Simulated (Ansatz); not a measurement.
Tl₂Pd:
```
Tl2Pd
1.0
   -3.39445     3.39569     2.93269
    3.39445    -3.39569     2.93269
    3.39445     3.39569    -2.93269
Tl Pd
4 2
Direct
  0.33292   0.16704   0.49996
  0.66708   0.83296   0.50004
  0.83292   0.33296   0.16587
  0.16708   0.66704   0.83413
  0.75000   0.75000   0.00000
  0.25000   0.25000   0.00000
```

Relaxed with r²SCAN. Special points in fractions of this cell's reciprocal vectors: Γ (0.000, 0.000, 0.000); X (0.500, -0.500, 0.500); F0 (0.500, -0.500, 0.500); Σ0 (-0.500, 0.500, 0.500); Λ0 (0.436, 0.436, -0.436); G0 (0.564, -0.436, 0.436); R (0.000, 0.500, 0.000); W (0.250, 0.250, 0.250); S (0.500, 0.000, 0.000); T (0.000, 0.000, 0.500).

**Question.** List the band energies nearest the Fermi level at these points for plane-wave PAW r²SCAN (Ansatz code).

**Answer.** In eV from the Fermi level; about four levels below and three above (degenerate sets whole), none deeper than 8.9 eV; points with the same levels are listed once.

```json
[
 {"k": "Γ", "below": "-1.73 -0.38 -0.21 -0.21", "above": "0.30 0.61 0.61"},
 {"k": "X", "below": "-2.11 -2.11 -1.92 -0.27", "above": "1.06 3.61 4.05 4.05"},
 {"k": "Λ0", "below": "-2.12 -2.12 -1.92 -0.23", "above": "0.93 3.18 3.18"},
 {"k": "R", "below": "-1.86 -1.86 -1.33 -1.33", "above": "1.46 1.46 2.83 2.83"},
 {"k": "W", "below": "-2.67 -2.67 -2.54 -2.54", "above": "0.74 0.74 1.16 1.16"},
 {"k": "S", "below": "-1.86 -1.86 -1.33 -1.33", "above": "1.45 1.45 2.83 2.83"},
 {"k": "T", "below": "-2.12 -1.95 -1.90 -1.58", "above": "0.13 0.14 0.98"}
]
```

Space group I4/mcm. The workflow started from a Materials Project entry (that database holds measured and hypothetical structures alike); the Crystallography Open Database files this formula in space group No. 140, but the cells were not matched. Its standing as an ambient phase is unchecked. The r²SCAN relaxation kept the symmetry of its start; its stability against distortions is not shown here. The run is not spin-polarised. Point labels and valley counts follow the cell and symmetry of the run, lower than the named group. Spin–orbit coupling is left out wherever it is not named.

Potentials: the later of the program's two PAW sets.
